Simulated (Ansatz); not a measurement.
MgSi: moving Si off its site

MgSi, P4/mmm, a = 2.908 Å, c = 4.103 Å (as given, not relaxed at this level: -1.3 GPa). The structure is a Materials Project entry; whether it is the stable form wasn't checked. Ansatz: r2SCAN, PAW, 500 eV, Γ-centred 16×16×12 mesh on 2 atoms, Gaussian smearing 0.15 eV; no spin polarisation.

```yaml
crystal:
  lattice:
    - [2.90839, 0.00000, 0.00000]
    - [0.00000, 2.90839, 0.00000]
    - [0.00000, 0.00000, 4.10343]
  atoms:
    - { symbol: Mg, position: [0.00000, 0.00000, 0.00000] }
    - { symbol: Si, position: [0.50000, 0.50000, 0.50000] }
```

Atom 2 (Si) moves by x along the unit vector (0.000, 0.000, 1.000), with its periodic images; all else is held. y is the free energy of the cell over the start, F the force along the path summed over the moved atoms. Symmetry makes y even in x.

```tsv
x (Å)	y (meV)	F (eV/Å)
-0.200	?	?
-0.100	19.1	0.38
0.000	0.0	0.00
0.025	1.2	-0.10
0.050	4.8	-0.19
0.075	10.8	-0.29
0.125	30.0	-0.48
0.150	43.2	-0.58
0.175	59.0	-0.68
```

Fit y = c2 x² + c4 x⁴ to the energies of the other rows, give the force constant, and predict energy and force of the missing row.

Least squares on the rows shown. y = 1909 x² + 554.6 x⁴. The force constant is 2 c2 = 3.82 eV/Å² (for all images moving together, not for a lone atom). The force −dy/dx at the missing row is 0.78 eV/Å (computed 0.78). At x = -0.200 the fit asked for gives 77.2 meV. The run gave 77.2 meV, the same to the digits shown.